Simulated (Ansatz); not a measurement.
An Ansatz (a first-principles code) run. Input:

Ansatz 0.2 input:
```yaml
crystal:
  lattice:
    - [2.953802648, 0.0, 0.0]
    - [0.0, 2.953802648, 0.0]
    - [0.0, 0.0, 2.953802648]
  atoms:
    - { symbol: Al, position: [0.0, 0.0, 0.0] }
    - { symbol: Ru, position: [0.5, 0.5, 0.5] }
kpoints:
  mp_grid: { grid: [29, 29, 29] }
hamiltonian:
  xc: lda
  pseudopotentials: { azcp: { folder: ./paw }, kind: paw }
scf:
  occupations: { method: fermi_dirac, width: 0.1 }
elastic: { mode: relaxed_ion, stencil: two_point, amplitude: 0.005, f_tol: 0.0005 }
```

Output (shortened):

```
Pseudopotential: Al, paw, valence charge 3
Pseudopotential: Ru, paw, valence charge 16
Functional definition: SPW92
Crystal: 2 atoms, lattice volume = 25.772 Å³
Basis set: ecut = 420 eV, 485 PW (Γ)
Bands: 14, of which v1, the nominal top of the filled ones, is band 10 counted from 1 (9 counted from 0)
Symmetry: 48 space group operations
Space group: Pm-3m (ITA 221), of the structure as read, at distance tolerance 3.0e-5 Å
k-points: 680 of 24389
SCF iter   1: F=—  HF=-6273.578940 eV  |F-HF|=—  |Δ(HF+E_count)|=         —  Δρ=1.17e-1  dr2=4.15e0  ethr=3.10e-3  ⟨swp⟩=4.8  Hψ=48608  notcnv=0
preconditioner: auto → none
SCF iter   2: F=—  HF=-6272.887013 eV  |F-HF|=—  |Δ(HF+E_count)|=   6.92e-1  Δρ=6.90e-2  dr2=1.51e0  ethr=3.10e-3  ⟨swp⟩=2.9  Hψ=21611  notcnv=0
SCF iter   3: F=—  HF=-6272.525672 eV  |F-HF|=—  |Δ(HF+E_count)|=   3.61e-1  Δρ=4.32e-3  dr2=5.40e-3  ethr=3.10e-3  ⟨swp⟩=2.0  Hψ=15721  notcnv=0
SCF iter   4: F=—  HF=-6272.524914 eV  |F-HF|=—  |Δ(HF+E_count)|=   7.58e-4  Δρ=5.09e-4  dr2=1.88e-5  ethr=2.84e-5  ⟨swp⟩=1.1  Hψ=14917  notcnv=0
SCF iter   5: F=—  HF=-6272.524921 eV  |F-HF|=—  |Δ(HF+E_count)|=   6.97e-6  Δρ=7.32e-5  dr2=7.20e-7  ethr=9.89e-8  ⟨swp⟩=2.3  Hψ=15057  notcnv=0
SCF iter   6: F=—  HF=-6272.524922 eV  |F-HF|=—  |Δ(HF+E_count)|=   8.78e-7  Δρ=8.83e-6  dr2=1.93e-8  ethr=3.79e-9  ⟨swp⟩=2.0  Hψ=15432  notcnv=0
SCF iter   7: F=—  HF=-6272.524922 eV  |F-HF|=—  |Δ(HF+E_count)|=   4.48e-9  Δρ=4.67e-7  dr2=3.19e-11  ethr=1.02e-10  ⟨swp⟩=2.6  Hψ=14843  notcnv=0
SCF iter   8: F=—  HF=-6272.524922 eV  |F-HF|=—  |Δ(HF+E_count)|=  6.37e-12  Δρ=7.72e-8  dr2=5.85e-13  ethr=1.68e-13 (applied; sched 1.00e-12)  ⟨swp⟩=2.1  Hψ=15637  notcnv=0
SCF iter   9: F=-6272.524922 eV  HF=-6272.524922 eV  |F-HF|=1.82e-12  |Δ(HF+E_count)|=    0.00e0  Δρ=4.75e-9  dr2=3.86e-15  ethr=1.00e-12  ⟨swp⟩=4.0  Hψ=31758  notcnv=0
the search or the solves at the SCF's close seem to have found levels that the self-consistency loop had missed (the run counts 1) …
SCF 1 converged in 9 iterations: F = -6272.524922 eV  dr2 = 3.86e-15
Crystal: 2 atoms, lattice volume = 25.643 Å³
Symmetry: 16 space group operations
k-points: 1800 of 24389
iter 1 solved again at ethr=8.92e-7 eV; its pass at ethr=3.10e-3 eV (dr2=1.70e-4 eV) is discarded
SCF iter   1: F=—  HF=-6272.524106 eV  |F-HF|=—  |Δ(HF+E_count)|=         —  Δρ=7.19e-4  dr2=1.32e-4  ethr=8.92e-7  ⟨swp⟩=2.2  Hψ=156654  notcnv=0  defer=23
preconditioner: auto → none
SCF iter   2: F=—  HF=-6272.524077 eV  |F-HF|=—  |Δ(HF+E_count)|=   2.92e-5  Δρ=2.86e-4  dr2=1.51e-5  ethr=6.93e-7  ⟨swp⟩=1.5  Hψ=28513  notcnv=0  defer=23
SCF iter   3: F=—  HF=-6272.524072 eV  |F-HF|=—  |Δ(HF+E_count)|=   5.34e-6  Δρ=5.92e-5  dr2=9.12e-7  ethr=7.93e-8  ⟨swp⟩=1.4  Hψ=27229  notcnv=0  defer=23
SCF iter   4: F=—  HF=-6272.524072 eV  |F-HF|=—  |Δ(HF+E_count)|=   8.51e-7  Δρ=7.45e-6  dr2=5.11e-9  ethr=4.80e-9  ⟨swp⟩=2.4  Hψ=39566  notcnv=0  defer=23
SCF iter   5: F=—  HF=-6272.524072 eV  |F-HF|=—  |Δ(HF+E_count)|=  6.40e-10  Δρ=1.37e-6  dr2=1.55e-10  ethr=2.69e-11  ⟨swp⟩=2.4  Hψ=35127  notcnv=0  defer=23
SCF iter   6: F=—  HF=-6272.524072 eV  |F-HF|=—  |Δ(HF+E_count)|=  9.09e-13  Δρ=2.16e-7  dr2=7.64e-12  ethr=8.17e-13 (applied; sched 1.00e-12)  ⟨swp⟩=2.2  Hψ=38785  notcnv=0  defer=24
SCF iter   7: F=—  HF=-6272.524072 eV  |F-HF|=—  |Δ(HF+E_count)|=  2.73e-12  Δρ=5.43e-8  dr2=5.83e-13  ethr=4.02e-14 (applied; sched 1.00e-12)  ⟨swp⟩=2.9  Hψ=43799  notcnv=0  defer=24
SCF iter   8: F=-6272.524072 eV  HF=-6272.524072 eV  |F-HF|=1.82e-12  |Δ(HF+E_count)|=    0.00e0  Δρ=3.51e-9  dr2=2.56e-15  ethr=1.00e-12  ⟨swp⟩=4.0  Hψ=77395  notcnv=0
SCF 2 converged in 8 iterations: F = -6272.524072 eV  dr2 = 2.56e-15
Crystal: 2 atoms, lattice volume = 25.901 Å³
iter 1 solved again at ethr=9.48e-11 eV; its pass at ethr=3.10e-3 eV (dr2=1.80e-8 eV) is discarded
SCF iter   1: F=—  HF=-6272.524325 eV  |F-HF|=—  |Δ(HF+E_count)|=         —  Δρ=2.34e-5  dr2=1.71e-8  ethr=9.48e-11  ⟨swp⟩=3.0  Hψ=162995  notcnv=0  defer=14
preconditioner: auto → none
SCF iter   2: F=—  HF=-6272.524325 eV  |F-HF|=—  |Δ(HF+E_count)|=   2.94e-8  Δρ=1.12e-5  dr2=2.74e-9  ethr=9.02e-11  ⟨swp⟩=1.3  Hψ=28090  notcnv=0  defer=14
SCF iter   3: F=—  HF=-6272.524325 eV  |F-HF|=—  |Δ(HF+E_count)|=   1.03e-8  Δρ=2.05e-6  dr2=1.22e-10  ethr=1.44e-11  ⟨swp⟩=1.0  Hψ=25210  notcnv=0  defer=14
SCF iter   4: F=—  HF=-6272.524325 eV  |F-HF|=—  |Δ(HF+E_count)|=  3.55e-10  Δρ=2.39e-7  dr2=1.44e-12  ethr=6.41e-13 (applied; sched 1.00e-12)  ⟨swp⟩=2.7  Hψ=43602  notcnv=0  defer=20
SCF iter   5: F=-6272.524325 eV  HF=-6272.524325 eV  |F-HF|=9.09e-13  |Δ(HF+E_count)|=  4.55e-12  Δρ=2.56e-8  dr2=7.76e-14  ethr=1.00e-12  ⟨swp⟩=4.0  Hψ=78523  notcnv=0
SCF 3 converged in 5 iterations: F = -6272.524325 eV  dr2 = 7.76e-14
Crystal: 2 atoms, lattice volume = 25.772 Å³
Symmetry: 8 space group operations
k-points: 3375 of 24389
iter 1 solved again at ethr=8.50e-8 eV; its pass at ethr=3.10e-3 eV (dr2=1.62e-5 eV) is discarded
SCF iter   1: F=—  HF=-6272.524646 eV  |F-HF|=—  |Δ(HF+E_count)|=         —  Δρ=3.72e-4  dr2=2.76e-5  ethr=8.50e-8  ⟨swp⟩=3.4  Hψ=307897  notcnv=0  defer=42
preconditioner: auto → none
SCF iter   2: F=—  HF=-6272.524638 eV  |F-HF|=—  |Δ(HF+E_count)|=   8.36e-6  Δρ=1.33e-4  dr2=2.96e-6  ethr=8.50e-8  ⟨swp⟩=2.1  Hψ=74683  notcnv=0  defer=42
SCF iter   3: F=—  HF=-6272.524636 eV  |F-HF|=—  |Δ(HF+E_count)|=   1.50e-6  Δρ=2.33e-5  dr2=5.49e-8  ethr=1.56e-8  ⟨swp⟩=1.0  Hψ=47690  notcnv=0  defer=42
SCF iter   4: F=—  HF=-6272.524638 eV  |F-HF|=—  |Δ(HF+E_count)|=   1.69e-6  Δρ=3.22e-6  dr2=4.57e-10  ethr=2.89e-10  ⟨swp⟩=1.5  Hψ=55357  notcnv=0  defer=42
SCF iter   5: F=—  HF=-6272.524638 eV  |F-HF|=—  |Δ(HF+E_count)|=  2.68e-10  Δρ=2.78e-7  dr2=1.23e-11  ethr=2.41e-12  ⟨swp⟩=1.7  Hψ=57468  notcnv=0  defer=42
SCF iter   6: F=—  HF=-6272.524638 eV  |F-HF|=—  |Δ(HF+E_count)|=  4.55e-12  Δρ=6.15e-8  dr2=5.02e-13  ethr=6.49e-14 (applied; sched 1.00e-12)  ⟨swp⟩=2.4  Hψ=76536  notcnv=0  defer=48
SCF iter   7: F=-6272.524638 eV  HF=-6272.524638 eV  |F-HF|=1.82e-12  |Δ(HF+E_count)|=  9.09e-13  Δρ=8.00e-9  dr2=5.12e-15  ethr=1.00e-12  ⟨swp⟩=4.0  Hψ=144866  notcnv=0
SCF 4 converged in 7 iterations: F = -6272.524638 eV  dr2 = 5.12e-15
Crystal: 2 atoms, lattice volume = 25.772 Å³
iter 1 solved again at ethr=7.64e-11 eV; its pass at ethr=3.10e-3 eV (dr2=1.45e-8 eV) is discarded
SCF iter   1: F=—  HF=-6272.524638 eV  |F-HF|=—  |Δ(HF+E_count)|=         —  Δρ=9.63e-6  dr2=1.28e-8  ethr=7.64e-11  ⟨swp⟩=2.8  Hψ=295970  notcnv=0  defer=29
preconditioner: auto → none
SCF iter   2: F=—  HF=-6272.524638 eV  |F-HF|=—  |Δ(HF+E_count)|=   3.53e-9  Δρ=3.17e-6  dr2=1.49e-9  ethr=6.73e-11  ⟨swp⟩=1.5  Hψ=55205  notcnv=0  defer=29
SCF iter   3: F=—  HF=-6272.524638 eV  |F-HF|=—  |Δ(HF+E_count)|=  4.21e-10  Δρ=6.25e-7  dr2=6.66e-11  ethr=7.82e-12  ⟨swp⟩=1.1  Hψ=48451  notcnv=0  defer=29
SCF iter   4: F=—  HF=-6272.524638 eV  |F-HF|=—  |Δ(HF+E_count)|=  1.46e-11  Δρ=7.85e-8  dr2=5.56e-13  ethr=3.50e-13 (applied; sched 1.00e-12)  ⟨swp⟩=2.6  Hψ=76763  notcnv=0  defer=48
SCF iter   5: F=-6272.524638 eV  HF=-6272.524638 eV  |F-HF|=3.64e-12  |Δ(HF+E_count)|=  1.82e-12  Δρ=1.37e-8  dr2=4.56e-14  ethr=1.00e-12  ⟨swp⟩=4.0  Hψ=158653  notcnv=0
SCF 5 converged in 5 iterations: F = -6272.524638 eV  dr2 = 4.56e-14
SCF converged after 9 iterations
Free energy (F): -6272.524922 eV
Harris-Foulkes:  -6272.524922 eV  (|F-HF|=1.82e-12)
Internal energy: -6272.476054 eV  (E = F + TS)
E sigma→0 (E₀):  -6272.500488 eV
Entropy (-TS):   -0.048868 eV (-24.434 meV/atom)
Fermi energy:    16.484599 eV
--- Per-component energies (eV) ---
  E_band       = -113.644655
  E_kinetic    = 490.282394
  E_local      = -1780.927421  (includes V_loc(G=0)·N_el)
  E_nonlocal   = 431.912300
  E_hartree    = 644.184420
  E_xc         = -209.095105
  E_vxc        = -247.418582  (∫ρ·V_xc dr)
  E_paw        = -3829.110779  (= ΣΔE_a)
  E_vpaw       = -295.862798  (= ΣTr[D̂ρ^β])
  E_aug_tail   = 0.000610  (compensation charges beyond the density's cutoff)
  E_ewald      = -2020.349874
  E_core_change = 0.627401  (= ΣΔE_core)
  E_smearing   = -0.048868  (= −TS)
  E_closure    =  0.000000  (closes the sum)
  Σ components = -6272.524922   (vs F -6272.524922, Δ=0.00e0)
  [band-id]    e_kinetic+e_local+e_nonlocal+2·e_hartree+e_vxc+e_vpaw+e_augmentation_tail = -113.644658   (vs E_band -113.644655, Δ=-2.35e-6)
--- Forces (eV/Å), atoms counted from 1 ---
  atom   1  Al     0.00000000     0.00000000     0.00000000
  atom   2  Ru     0.00000000     0.00000000     0.00000000
  max |Σ_I F_I| component: 0.0 eV/Å
--- Stress (GPa, compression-positive) ---
        0.146293       0.000000       0.000000
        0.000000       0.146293       0.000000
        0.000000       0.000000       0.146293
  P = ⅓ Tr σ = 0.1463 GPa (1.463 kbar)
--- Band table (eV; the first three rows and the last of 680) ---
  k-point 0: bands = ["-55.2022", "-25.1968", "-25.1968", "-25.1968", "6.5900", "12.6710", "12.6710", "16.6688", "16.6688", "16.6688", "22.6810", "22.6810", "22.6810", "27.6822"]
  k-point 1: bands = ["-55.2020", "-25.1997", "-25.1966", "-25.1966", "6.6136", "12.6795", "12.6807", "16.6371", "16.6371", "16.6719", "22.5589", "22.7299", "22.7299", "27.6238"]
  k-point 2: bands = ["-55.2013", "-25.2082", "-25.1959", "-25.1959", "6.6843", "12.7046", "12.7080", "16.5461", "16.5461", "16.6810", "22.2291", "22.8724", "22.8724", "27.4552"]
  k-point 679: bands = ["-55.1466", "-25.3819", "-25.3819", "-25.3819", "11.6276", "11.6499", "11.6499", "18.1260", "18.1260", "19.2291", "20.5566", "20.7225", "20.7225", "25.4215"]
--- Elastic constants: 2 strain directions × 2 members + reference (group order 48) ---
  dense FFT box of the reference and of every strained cell: 20×20×20
  strains applied: 11, 23; error gains: componentwise 1.00 (the most a stress slope's error grows in a printed constant), spectral 1.73 (1 for all six strains …
  C = ∂σ_k/∂η_j (tension-positive GPa; Voigt order 11 22 33 23 13 12):
       358.320    168.312    168.312      0.000      0.000      0.000
       168.312    358.320    168.312      0.000      0.000      0.000
       168.312    168.312    358.320      0.000      0.000      0.000
         0.000      0.000      0.000    139.552      0.000      0.000
         0.000      0.000      0.000      0.000    139.552      0.000
         0.000      0.000      0.000      0.000      0.000    139.552
  reference stress σ⁰ (GPa):     -0.146     -0.146     -0.146      0.000      0.000      0.000
  C* (energy form; C + prestress term) asymmetry max|C*_kj − C*_jk| = 5.684e-14 GPa — a small one proves nothing (zero by symmetry where the batch's group is …
  moduli (Voigt/Reuss/Hill, GPa): K = 231.65/231.65/231.65   G = 121.73/117.51/119.62   E = 306.16   ν = 0.280
  mechanically stable: yes (min eigenvalue of sym C = 139.55 GPa)
  where every solve meets its electron count the energy-path curvature estimates C_jj along a normal strain and C_jj − ¼(σ⁰_aa + σ⁰_bb) along a shear (ab), of …
  strain η (Voigt 11):  stress-route row diagonal C_11 = 358.32 GPa, energy-path curvature d²(F+E_count+ΔE)/dδ²/Ω₀ = 358.29 GPa
         δ    σ_11 (GPa)             F (eV)   n_scf  n_hpsi   n_pw
    -5.000e-3      -1.9698       -6272.5240724       8  472282    515   relax 0 steps, max|allowed force component| 0.0 eV/Å
     5.000e-3       1.6134       -6272.5243248       5  363640    521   relax 0 steps, max|allowed force component| 0.0 eV/Å
  strain η (Voigt 23):  stress-route row diagonal C_44 = 139.55 GPa, energy-path curvature d²(F+E_count+ΔE)/dδ²/Ω₀ = 139.62 GPa
         δ    σ_23 (GPa)             F (eV)   n_scf  n_hpsi   n_pw
    -5.000e-3      -0.6978       -6272.5246380       7  811777    517   relax 0 steps, max|allowed force component| 0.0 eV/Å
     5.000e-3       0.6978       -6272.5246380       5  682324    517   relax 0 steps, max|allowed force component| 0.0 eV/Å
```

Cost: roughly 2.9 core-minutes on shared cores.

The LDA relaxation kept the symmetry of its start. The run is not spin-polarised. As this level gives no gap, shear constants depend on the k-mesh and smearing (Fermi–Dirac, 0.1 eV here). Scalar-relativistic: spin–orbit coupling is off unless named, which matters more the heavier the elements.

Potentials: the earlier of the program's two PAW sets. The files were generated under PBE; for other functionals the program regenerates the frozen cores, and for LDA and PBEsol the local potential too.

Ansatz is a plane-wave DFT program.
